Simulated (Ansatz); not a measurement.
Pt (fcc, Cu type)

```yaml
crystal:
  lattice:
    - [0.00000, 1.95913, 1.95913]
    - [1.95913, 0.00000, 1.95913]
    - [1.95913, 1.95913, 0.00000]
  atoms:
    - { symbol: Pt, position: [0.00000, 0.00000, 0.00000] }
```

The slice is a {110} plane (indices of the conventional cell) through the point (0.000, 0.000, 0.000) (fractional), spanned by u = [100] and v = [1 -1 -1] in vectors of this cell: u (2.77 Å) and v (3.92 Å, at 90° to u). It covers one period; positions are fractions (u, v).

All values below come from PBEsol (plane waves to 420 eV, PAW, scalar-relativistic; Ansatz, an electronic-structure program). k mesh 20×20×20. Inside the PAW spheres the values are not all-electron values, and peaks at nuclei hang on which shells count as valence. Pt is run without spin polarisation. Pt was relaxed with its symmetry unable to fall. Spin-orbit coupling is left out, though Pt is heavy.

Three fields on this plane, each scaled to ten steps between its own extremes (0 low, 9 high; the total valence density on a logarithmic scale, the potential cut 8 eV below its top; x marks points blanked near nuclei; v = 0 in the bottom row):

Map A
```
|xxxxxxx7667xxxxxx|
|xxxxxx975579xxxxx|
|xxxxxx865568xxxxx|
|xxxxx97544579xxxx|
|xxxx9754334579xxx|
|xx98754433445789x|
|77655443333445567|
|44443344444433444|
|22223344444433222|
|01123345555433211|
|00112345555432110|
|00012455665542100|
|00112345555432110|
|01123345555433211|
|22223344444433222|
|44443344444433444|
|77655443333445567|
|xx98754433445789x|
|xxxx9754334579xxx|
|xxxxx97544579xxxx|
|xxxxxx865568xxxxx|
|xxxxxx975579xxxxx|
|xxxxxxx7667xxxxxx|
|xxxxxxx8668xxxxxx|
```

Map B
```
|xxxxxxx7887xxxxxx|
|xxxxxx867768xxxxx|
|xxxxxx667766xxxxx|
|xxxxx75666657xxxx|
|xxxx8666666668xxx|
|xx97666666666679x|
|77666666666666667|
|55555666666665555|
|33345566776654433|
|11234567777654321|
|00124567887654210|
|00124568888654210|
|00124567887654210|
|11234567777654321|
|33344566776655433|
|55555666666665555|
|77666666666666667|
|xx97666666666679x|
|xxxx8666666668xxx|
|xxxxx75666657xxxx|
|xxxxxx667766xxxxx|
|xxxxxx867768xxxxx|
|xxxxxxx7887xxxxxx|
|xxxxxxx7887xxxxxx|
```

Map C
```
|xxxxxxx1441xxxxxx|
|xxxxxx025520xxxxx|
|xxxxxx036630xxxxx|
|xxxxx02566520xxxx|
|xxxx0146776410xxx|
|xx00246777764200x|
|12345677777765432|
|66667777777777666|
|88887766666677888|
|99988765555678899|
|99988765445678899|
|99987655445567899|
|99988765445678899|
|99988765555678899|
|88887766666677888|
|66667777777777666|
|12345677777765432|
|xx00246777764200x|
|xxxx0146776410xxx|
|xxxxx02566520xxxx|
|xxxxxx036630xxxxx|
|xxxxxx025520xxxxx|
|xxxxxxx1441xxxxxx|
|xxxxxxx0440xxxxxx|
```

Problem. Assign the maps to these fields: electron localisation function (ELF); valence electron density; electrostatic potential energy of an electron, from the cell's mean.

Solution. A is the valence electron density; B is the electron localisation function (ELF); C is the electrostatic potential energy of an electron, from the cell's mean.
